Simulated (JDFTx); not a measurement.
Ag(100) slab cut from bulk Ag (space group Fm-3m, indices of the conventional cell, lattice of the Materials Project entry mp-124, not re-optimised): 4 atoms in 4 planes, a 1x1 cell of 8.42 Å² (|a| = 2.902, |b| = 2.902 Å), 6.2 Å between the outermost planes, cell height 22.2 Å, 8×8×1 k mesh, Fermi smearing 0.01 Ha, no spin polarisation.

Final geometry:
```
Ag(100)
1.0
    2.9022     0.0000     0.0000
    0.0000     2.9022     0.0000
    0.0000     0.0000    22.2000
Ag
4
Direct
  0.5000   0.5000   0.3602
  0.0000   0.0000   0.4538
  0.5000   0.5000   0.5462
  0.0000   0.0000   0.6398
```

All numbers are PBE, GBRV ultrasoft potentials, plane waves to 20/100 Ha results from a modified build of JDFTx, not measurements. Liquid on both sides: SCCS (g09 parameters), water, 1 M KCl; nuclei fixed, outer atoms relaxed in vacuum. Potentials refer to SHE, placed 4.44 V below the bulk liquid's zero by convention. This is a symmetric, unreconstructed model surface, and the continuum liquid cannot react with it. Convergence in thickness and k mesh wasn't tested for this slab.

```csv
U (V vs SHE),μ (eV),excess electrons per cell,"σ (μC/cm², per face)",run
-0.65,-3.79,0.045,-4.2,fixed potential
-0.45,-3.99,[?],[?],fixed potential
-0.27,-4.17,0.000,0.0,neutral
```

Question: Fill in the missing entries, row by row.

Answer: 
- -0.45, excess electrons per cell: 0.022
- -0.45, σ (μC/cm², per face): -2.1
